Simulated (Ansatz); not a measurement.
# Axial (c/a) deformation path in SbAs

Theory: DFT PBEsol, scalar-relativistic, plane waves, PAW in Ansatz 0.2.0. Cutoff 420 eV, Γ-centred 18×18×18 k-points, Gaussian smearing of 0.15 eV. No spin polarisation. Energies are free energies at this smearing, counted from the undisturbed cell; pressure is positive in compression.

Reference structure (as given, not relaxed at this level; it stands at -4.1 GPa, and it needn't be the usual structure):

```xyz
2
Lattice="2.0127 1.1621 3.6123 -2.0127 1.1621 3.6123 0.0000 -2.3241 3.6123" Properties=species:S:1:pos:R:3 pbc="T T T"
Sb    0.0000    0.0000    5.4185
As    0.0000    0.0000    0.0000
```

At fixed volume and fractional coordinates, lengths along (0.000, 0.000, 1.000) are scaled against those across it; ρ is that ratio over its starting value. The cell is metallic on the mesh throughout. At ρ = 0.910 the cell becomes cubic (Fm-3m), and there the slope of the energy vanishes by symmetry.

| ρ | ΔE (meV/atom) | pressure (GPa) |
| --- | --- | --- |
| 0.800 | ? | ? |
| 0.850 | ? | ? |
| 0.920 | -17.9 | -3.8 |
| 0.960 | -12.4 | -3.9 |
| 1.000 | 0.0 | -4.1 |
| 1.050 | 23.5 | -4.3 |
| 1.100 | 55.1 | -4.6 |
| 1.200 | 136.8 | -5.1 |
| 1.300 | 217.9 | -5.7 |

Problem. Give the withheld values.

Solution. ΔE (meV/atom) at ρ = 0.800: 11.0; pressure (GPa) at ρ = 0.800: -4.3; ΔE (meV/atom) at ρ = 0.850: -9.3; pressure (GPa) at ρ = 0.850: -4.0.

Cost: 9 runs of about 3.6 core-minutes in all, on Arm Neoverse V2 (shared hosts).